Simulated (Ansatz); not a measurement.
CdS (wurtzite)

```
CELL_PARAMETERS angstrom
      4.19659     0.00000     0.00000
     -2.09830     3.63436     0.00000
      0.00000     0.00000     6.83017
ATOMIC_POSITIONS crystal
  Cd 0.33333 0.66667 0.99917
  Cd 0.66667 0.33333 0.49917
  S  0.33333 0.66667 0.37563
  S  0.66667 0.33333 0.87563
```

The volume is varied about the relaxed value V₀ at fixed cell shape. The atoms relax within the cell's symmetry.

These are PBE (plane waves to 420 eV, PAW, scalar-relativistic; Ansatz, an electronic-structure program) values and carry that method's errors. k mesh 9×9×5 (Γ-centred), Fermi-Dirac smearing 0.05 eV. E stands for the smeared free energy. With the shape held, the modulus is that of even scaling; a crystal free to change shape is softer. CdS was relaxed with its symmetry unable to fall. The PAW data are Ansatz's earlier set. ΔE is measured from the relaxed starting cell.

```tsv
V (Å³/atom)	ΔE (meV/atom)
21.876	152.9
22.918	78.9
23.960	32.3
25.002	7.5
26.043	0.0
27.085	6.4
28.127	24.0
29.168	50.4
30.210	83.9
```

### Question
What is the fitted pressure derivative B₀′?

### Answer
4.6.

### Question
What bulk modulus at fixed cell shape B₀ follows from a third-order Birch-Murnaghan fit?

### Answer
53.1 GPa. Check by three points about V = 26.043 Å³/atom, step 1.042: d²E/dV² ≈ (7.5 − 2·0.0 + 6.4) meV / 1.042² = 0.0128 eV/Å⁶, and V·d²E/dV² × 160.2 = 53.4 GPa.

(A scan under strain: stresses follow from slopes of the energy per volume, elastic moduli from its curvatures.)
